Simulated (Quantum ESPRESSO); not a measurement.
## Kohn-Sham bands of TaN (P-62m)

```xyz
6
Lattice="5.2085 0.0000 0.0000 -2.6042 4.5107 0.0000 0.0000 0.0000 2.9148" Properties=species:S:1:pos:R:3 pbc="T T T"
Ta     0.0000     0.0000     0.0000
Ta     2.6042    -1.5036     1.4574
Ta    -2.6042     1.5036     1.4574
N      2.0438     0.0000     0.0000
N     -1.0219    -1.7700     0.0000
N     -1.0219     1.7700     0.0000
```

Materials Project entry mp-1279; symmetrised, unrelaxed at this level. COD (Crystallography Open Database) has the formula in 5 space groups, this one among them (matched by group alone). Method: PBEsol plane waves in Quantum ESPRESSO 7.5 (PseudoDojo norm-conserving files, 68 Ry, no spin polarisation, no spin-orbit coupling), Bloch states on a 6×6×8 mesh through Γ, Wannier90 4.0.1. Density: 12×12×10 mesh, cold smearing 0.01 Ry. Spin-orbit coupling is left out although heavy elements are present.

Energies are relative to the Fermi level; weights are on the orthonormalised atomic waves of the pseudopotential files, averaged over the group. 54 electrons a cell are treated as valence.

Into which isolated groups do the bands fall, where do they lie and what are they made of?


```csv
bands,from (eV),to (eV),filling,weight on atomic waves
1–2,-69.41,-69.32,filled,Ta 5s 96 %
3,-68.77,-68.73,filled,Ta 5s 96 %
4–12,-36.51,-34.78,filled,Ta 5p 97 %
13–15,-18.26,-15.54,filled,"N 2s 68 %, Ta 5d 18 %, Ta 6s 10 %"
```

No gap over 0.05 eV opens at the Fermi level at this level of theory.
